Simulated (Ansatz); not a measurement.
## An elastic constant from a strain scan in SnO

Computed with DFT PBEsol, scalar-relativistic, plane waves, PAW in Ansatz. The runs took a 420 eV cutoff, a Γ-centred 10×10×4 mesh and Gaussian smearing (0.15 eV). No spin polarisation. Energies are free energies at this smearing, counted from the undisturbed cell; pressure is positive in compression.

Zero of the scan (relaxed at this level):

```yaml
crystal:
  lattice:
    - [2.69046, -2.69048, 0.00000]
    - [2.69046, 2.69048, 0.00000]
    - [0.00000, 0.00000, 9.49482]
  atoms:
    - { symbol: Sn, position: [0.99919, 0.00081, 0.99986] }
    - { symbol: Sn, position: [0.00081, 0.99919, 0.49986] }
    - { symbol: Sn, position: [0.50081, 0.49919, 0.25714] }
    - { symbol: Sn, position: [0.49919, 0.50081, 0.75714] }
    - { symbol: O, position: [0.00078, 0.49922, 0.37850] }
    - { symbol: O, position: [0.99922, 0.50078, 0.87850] }
    - { symbol: O, position: [0.50078, 0.99922, 0.37850] }
    - { symbol: O, position: [0.49922, 0.00078, 0.87850] }
```

The cell is strained by ε times the Voigt pattern (1, -1, 0, 0, 0, 0) (xx, yy, zz, yz, xz, xy; engineering shear) with fractional coordinates fixed. The cell holds 8 atoms in V0 = 137.46 Å³. The stress column is τ = (1/V0) dE/dε, got from the stress tensor σ (compression positive) at each point as −det(1 + εP) σ : P(1 + εP)⁻¹, with P the pattern as a tensor.

```csv
ε,ΔE (meV/atom),τ (GPa)
-0.0150,4.118,-5.135
-0.0100,1.833,-3.422
-0.0050,0.444,-1.711
0.0000,0.000,-0.001
0.0050,0.443,1.709
0.0100,1.830,3.420
0.0150,4.115,5.133
0.0175,5.606,5.990
0.0200,?,?
```

Q: Which combination of elastic constants does this scan measure, and how large is it?

A: For small ε, τ = τ0 + Kε with K = pᵀCp, which for this pattern is C11 + C22 − 2 C12 in the Cartesian frame shown. The parabola through τ at ε = -0.0050, 0 and 0.0050 has slope K = 342 GPa at zero. The energies per cell, E = NΔE, of the same two points give K = 2[E(ε₊)/ε₊ − E(ε₋)/ε₋]/[(ε₊ − ε₋)V0] = 331 GPa, in agreement. These are clamped-ion values.

Q: Predict the withheld row at ε = 0.0200 from the harmonic law, and compare.

A: ΔE = V0(τ0 ε + Kε²/2)/N = 7.333 meV/atom and τ = 6.84 GPa. The calculation gives 7.325 meV/atom and 6.85 GPa, a miss of 0.01 meV/atom at most, so the harmonic law still holds here.

No gap shows at this level, though a semilocal functional can close a small gap that the real compound has; without a gap these slopes depend on the k mesh and the smearing.